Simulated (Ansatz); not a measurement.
Consider the following.

TiB$_{2}$:
Space group P6/mmm (No. 191); a = b = 3.0319 Å, c = 3.2247 Å, α = β = 90.00°, γ = 120.00°

| atom | site | symmetry | x | y | z |
|---|---|---|---|---|---|
| Ti | 1a | 6/mmm | 0.0000 | 0.0000 | 0.0000 |
| B | 2d | -6m2 | 0.3333 | 0.6667 | 0.5000 |

This is the PBE-relaxed structure.

### Question
All from the program Ansatz at the PBE level (PAW), unless another level is named. Estimate the Poisson's ratio.

### Answer
0.12.

### Question
Predict the highest zone-centre frequency.

### Answer
884 cm⁻¹.

The cell was relaxed with PBE under the symmetry of its start; phonons on a q-mesh show no instability. No spin polarisation was allowed. As this level gives no gap, phonon frequencies hold no LO–TO term and depend on the k-mesh and smearing (Fermi–Dirac, 0.1 eV here).

Potentials: the later of the program's two PAW sets.
